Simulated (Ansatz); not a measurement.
## Structure search: one Sc2Mo candidate

Level of theory: DFT PBE, scalar-relativistic, plane waves, PAW (Ansatz 0.2.0). Cutoff 420 eV, Gaussian smearing, Γ-centred meshes. Cell and atoms relax first on a coarse mesh and then on a finer one. In between, the cell is made exact in the group found at 0.06 Å. In metals the finer mesh still leaves noise of several meV/atom or more. The steps can't lower the symmetry of their start. No spin polarisation in the relaxation; trial moments died out in a coarse test.

The cell of Sc2Mo is invented: random cell by space group and Wyckoff sites (Fm-3m, No. 225). The dimensions are guesses.

Space group Fm-3m (No. 225). a = 7.700 Å, b = 7.700 Å, c = 7.700 Å, α = 90.00°, β = 90.00°, γ = 90.00°
| atom | site | symmetry | x | y | z |
| --- | --- | --- | --- | --- | --- |
| Sc | 8c | -43m | 0.2500 | 0.7500 | 0.7500 |
| Mo | 4b | m-3m | 0.5000 | 0.0000 | 0.0000 |

The zero of energy is the elements' standard structures at the same level; no fitted shifts are applied.

**Question.** Where does the relaxation end?

**Answer.** The symmetry stays Fm-3m (No. 225). The end has the fluorite type. The volume per atom shrinks by 39.9 %, from 38.0 to 22.9 Å³. The shortest distance goes from 3.33 Å (Sc–Mo) to 2.81 Å (Sc–Mo). The energy falls by about 0.96 eV/atom (the start's value is from the coarse mesh). Conventional cell: a = 6.497 Å. Sc has 4 Mo at 2.81 Å and 6 Sc at 3.25 Å; Mo has 8 Sc at 2.81 Å.

```xyz
3
Lattice="0.0000 3.2486 3.2486 3.2486 0.0000 3.2486 3.2486 3.2486 0.0000" Properties=species:S:1:pos:R:3 pbc="T T T"
Sc    1.6243    1.6243    1.6243
Sc    4.8729    4.8729    4.8729
Mo    3.2486    3.2486    3.2486
```

**Question.** Give its energy and gap.

**Answer.** The formation energy is +0.64 eV/atom and the gap on the 12×12×12 mesh of the 3-atom cell is 0 eV (a metal).

The separate elements lie lower, so it is unstable against them.

The last run used Gaussian smearing of 0.10 eV. Symmetry constrained the relaxation, so the result can be a saddle point. Another cell of Sc2Mo relaxed alike, in P6/mmm, lies 0.38 eV/atom lower, so this cell isn't the stable form at this level.
